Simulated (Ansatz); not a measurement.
**Slab of hcp Ru (10-10), 6 layers**

The slab is cut from the hcp crystal, the stable phase, as relaxed on PAW files (13.32 Å³/atom), with 16 Å of vacuum and a dipole correction:

```
CELL_PARAMETERS angstrom
2.69075 0.00000 0.00000
0.00000 4.24938 0.00000
0.00000 0.00000 21.43730
ATOMIC_POSITIONS crystal
Ru 0.75000 0.75000 0.37318
Ru 0.25000 0.25000 0.40942
Ru 0.25000 0.75000 0.48188
Ru 0.75000 0.25000 0.51812
Ru 0.75000 0.75000 0.59058
Ru 0.25000 0.25000 0.62682
```

All numbers are PBEsol results (scalar-relativistic) from Ansatz 0.2.0, with a Γ-centred 13×9×1 k mesh, Fermi–Dirac smearing of 0.08 eV, no spin polarisation. Methods: LAPW: all electrons, basis error target 1 meV/atom; PAW: frozen-core files, cutoff 420 eV.

The bulk energy comes from a cell in the slab's orientation on a 13×9×8 mesh. The surface energy is (E(slab) − N·E(bulk))/2A at zero smearing, the mean of both faces; thin slabs carry quantum-size effects.

The PAW files were made under PBE. The cell is 1×1, so reconstructions are forbidden.

**Question.** As cut, the LAPW slab lies 4.966 eV above 6 atoms of bulk. What surface energy is that?

**Answer.** Over two faces of 11.43 Å² it is 217.2 meV/Å², and times 16.02 J/m² per eV/Å² that gives γ = 3.480 J/m².

**Question.** What do relaxation and the other method give, and what work function comes out?

**Answer.** 

```
method  γ as cut (J/m²)  γ relaxed (J/m²)  Φ as cut (eV)  Φ relaxed (eV)
  LAPW            3.480             3.370           4.89            4.96
   PAW            3.476             3.366           4.89            4.96
```

**Question.** How do the spacings between the planes relax?

**Answer.** From the bottom face up: d12 -18.0 % of 0.777 Å, d23 +2.1 % of 1.554 Å, d34 -6.4 % of 0.777 Å, d45 +2.1 % of 1.554 Å, d56 -18.0 % of 0.777 Å.

**Question.** What changes if the images along the normal are cut off in place of the dipole correction?

**Answer.** LAPW then gives: no gap, work function 4.96 eV; PAW: no gap, work function 4.96 eV.

**Question.** A 3d core hole is made on one atom of each kind in every 1×1 cell (PAW hole dataset, neutral cell, valence without spin). What does it cost by layer?

**Answer.** layer 1 278.98 eV, layer 2 279.25 eV, layer 3 279.63 eV. Shifts between layers mean more than the absolute values, and a whole layer of holes screens otherwise than one hole.

**Question.** In the relaxed 1×1 cell, replace the outer, then the middle Ru by Rh, which changes a whole layer. What shift does this Z+1 picture give?

**Answer.** E(outer) − E(middle) = -0.55 eV by LAPW and -0.55 eV by PAW; a positive value puts the surface line at higher binding energy.
